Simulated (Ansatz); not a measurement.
Starting cell, TiN (rock salt):

```
CELL_PARAMETERS angstrom
      0.00000     4.23251     4.23251
      2.11625     0.00000     2.11625
      2.11625     2.11625     0.00000
ATOMIC_POSITIONS crystal
  N  0.00000 0.00000 0.00000
  N  0.50000 0.00000 0.00000
  Ti 0.25000 0.50000 0.50000
  Ti 0.75000 0.50000 0.50000
```

A phonon eigenvector at L = (0.5, 0.0, 0.0) is frozen into this cell: atom i moves by Q times the vector below, so Q is the largest atomic displacement, in Å. The cell is held. It is one choice among 2 degenerate patterns. (q is in reciprocal vectors of the primitive cell; the cell shown is doubled to hold the pattern.)

| atom | x | y | z |
|---|---|---|---|
| Ti3 | -0.285 | 0.520 | -0.805 |
| Ti4 | 0.285 | -0.520 | 0.805 |

Atoms not listed stay in place.

Level of theory: r2SCAN (plane waves to 500 eV, PAW, scalar-relativistic; Ansatz, a program for electronic structure). k mesh 19×19×19 (Γ-centred), Fermi-Dirac smearing 0.05 eV. E stands for the smeared free energy. With partly filled bands, energies and forces of such displacements shift with the k mesh and the smearing. TiN is run without spin polarisation. TiN was relaxed with its symmetry unable to fall. ΔE is measured from the undisplaced structure. The last digit holds for this mesh only.

```tsv
Q (Å)	ΔE (meV/cell)
-0.1000	65.3
-0.0833	44.5
-0.0667	28.0
-0.0500	withheld
-0.0333	6.8
-0.0167	1.7
0.0000	0.0
0.0167	1.7
0.0333	6.8
0.0500	withheld
0.0667	28.0
0.0833	44.5
0.1000	65.3
```

**Question.** Fit an even polynomial form (powers 2, 4) to the given rows and predict ΔE at Q = 0.0500.

**Answer.** Least squares on the 11 given rows: ΔE = (6117)·Q² + (41530)·Q⁴, in meV/cell with Q in Å; root-mean-square residual 0.03 meV/cell. At 0.0500 the fit gives 15.6 meV/cell; the calculation gives 15.6 meV/cell, the same to the digits shown. The quadratic term alone would give 15.3 meV/cell.

(For displaced atoms, the force is minus the slope of the energy, and its curvature is a force constant, which sets phonon frequencies.)
